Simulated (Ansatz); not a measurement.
## AlGaN$_{2}$ (P-4m2), an elastic constant from a strain scan

Level of theory: Ansatz, DFT r2SCAN, scalar-relativistic, plane waves, PAW. Settings: plane waves to 500 eV, k-mesh 8×8×6 (Γ-centred), Gaussian smearing 0.05 eV. No spin polarisation. Energies are free energies at this smearing, counted from the undisturbed cell; pressure is positive in compression.

Reference structure (as given, not relaxed at this level; it stands at -0.4 GPa, and it needn't be the usual structure):

```
Al Ga N
1.0
     3.14088    0.00000    0.00000
     0.00000    3.14088    0.00000
     0.00000    0.00000    4.42384
Al Ga N
1 1 2
Direct
  0.50000 0.50000 0.50000
  0.00000 0.00000 0.00000
  0.50000 0.00000 0.73826
  0.00000 0.50000 0.26174
```

The cell is strained by ε times the Voigt pattern (1, 1, 0, 0, 0, 0) (xx, yy, zz, yz, xz, xy; engineering shear) with fractional coordinates fixed. The cell holds 4 atoms in V0 = 43.64 Å³. The stress column is τ = (1/V0) dE/dε, got from the stress tensor σ (compression positive) at each point as −det(1 + εP) σ : P(1 + εP)⁻¹, with P the pattern as a tensor.

| ε | ΔE (meV/atom) | τ (GPa) |
| --- | --- | --- |
| -0.0200 | 11.888 | -18.590 |
| -0.0150 | 6.421 | -13.531 |
| -0.0100 | 2.652 | -8.625 |
| -0.0050 | 0.527 | -3.870 |
| 0.0000 | 0.000 | 0.738 |
| 0.0050 | 1.018 | 5.204 |
| 0.0100 | 3.527 | 9.533 |
| 0.0150 | 7.489 | 13.726 |
| 0.0175 | 10.003 | 15.772 |
| 0.0200 | ? | ? |

Task: Which combination of elastic constants does this scan measure, and how large is it?

Result: For small ε, τ = τ0 + Kε with K = pᵀCp, which for this pattern is C11 + C22 + 2 C12 in the Cartesian frame shown. The parabola through τ at ε = -0.0050, 0 and 0.0050 has slope K = 907 GPa at zero. The energies per cell, E = NΔE, of the same two points give K = 2[E(ε₊)/ε₊ − E(ε₋)/ε₋]/[(ε₊ − ε₋)V0] = 908 GPa, in agreement. These are clamped-ion values.

Task: Predict the withheld row at ε = 0.0200 from the harmonic law, and compare.

Result: ΔE = V0(τ0 ε + Kε²/2)/N = 13.363 meV/atom and τ = 18.89 GPa. The calculation gives 12.857 meV/atom and 17.79 GPa, a miss of 3.8 % of the harmonic energy, so the harmonic law still holds here.

Forces appear on the atoms along this scan, and letting them relax would lower the energy and soften the response.